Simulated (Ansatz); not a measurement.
Structures of SrHfSn₃: which is lowest?

Plane-wave DFT in Ansatz with scalar-relativistic PAW potentials, cutoff 420 eV, Γ-centred meshes chosen by cell and gap, Gaussian smearing with energies taken to zero width. Every cell was relaxed (cell and atoms) in a run of its own, within the symmetry of its start. Functional: PBE.

Relaxed structures (starts from databases or built by putting these elements on another compound's sites):
A. Pm-3m, 5 atoms in the computed cell, a = 5.546 Å; sites (symmetry × multiplicity) Sr m-3m × 1, Hf m-3m × 1, Sn 4/mm.m × 3; start: built
B. R-3m, 5 atoms in the computed cell, a = 8.890 Å, c = 7.359 Å; sites (symmetry × multiplicity) Sr -3m × 3, Hf -3m × 3, Sn .2/m × 9; start: built

Rank them by energy. Could pressure change the order?

| structure | group | E − E(lowest) (meV/atom) | V (Å³/atom) | gap on mesh (eV) |
| --- | --- | --- | --- | --- |
| B | R-3m | 0.0 | 33.58 | 0.00 |
| A | Pm-3m | 75 | 34.12 | 0.00 |

B is lowest, 75 meV/atom under A. The lowest is also the densest of these, so pressure wouldn't bring one of the others in at first order. Other structures may lie lower than all of these, and vibrations aren't counted.

Spin-orbit coupling is left out, which matters for the bands of heavy elements.